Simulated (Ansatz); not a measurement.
V (bcc (W type), Im-3m) under volume change, DFT-r²SCAN+D4 in the program Ansatz with PAW potentials, scaled uniformly.

```tsv
V (Å³/atom)	E − E(relaxed) (meV/atom)	P (GPa)
11.990	75.2	21.91
12.385	31.8	13.53
12.780	7.5	6.28
13.175	0.0	-0.01
13.571	6.9	-5.46
13.966	___	___
14.361	___	___
```

### Question
Complete the blanks.

### Answer

- 14.361, E − E(relaxed) (meV/atom): 56.6
- 14.361, P (GPa): -14.28
- 13.966, E − E(relaxed) (meV/atom): 26.3
- 13.966, P (GPa): -10.18

### Question
What does a third-order Birch–Murnaghan fit give for V₀, B₀ and B′?

### Answer
V₀ = 13.17 Å³/atom, B₀ = 195 GPa, B′ = 3.8.

Symmetry was held in the r²SCAN+D4 relaxation. The workflow began spin-polarised and lost its moments. The pairwise dispersion correction was not fitted to metals.

Potentials: the later of the program's two PAW sets.
